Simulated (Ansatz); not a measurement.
**Question.** Name crystals whose computed values (DFT-LDA in the program Ansatz with PAW potentials) fall in these windows: B₀ by P(V) fit (GPa) 170 to 220; highest Γ mode, no LO–TO term (cm⁻¹) 180 to 250.

**Answer.** 

```csv
crystal,B₀ by P(V) fit (GPa),"highest Γ mode, no LO–TO term (cm⁻¹)"
"CuAu, L1₀ or tetragonal B2",189,212
"Cu3Pt, Cu3Au type",218,248
"ZrPt, Cmcm (Zr on 4c, Pt on 4c)",188,198
"Ag3Pt, Cu3Au type",174,197
"TiNi, CsCl type",190,213
```
Others may fit too.

Standing as an ambient phase not checked: Cu3Pt, Cu3Au type; ZrPt, Cmcm (Zr on 4c, Pt on 4c); Ag3Pt, Cu3Au type; TiNi, CsCl type. Perhaps ordered models of mixed-site phases: TiNi, CsCl type. All cells were relaxed under the symmetry of their starts (and spin orders); stability against distortions was not tested throughout. Rows with no word on spin ran without spin polarisation. Scalar-relativistic: spin–orbit coupling is off unless named, which matters more the heavier the elements.

Potentials: the later of the program's two PAW sets.
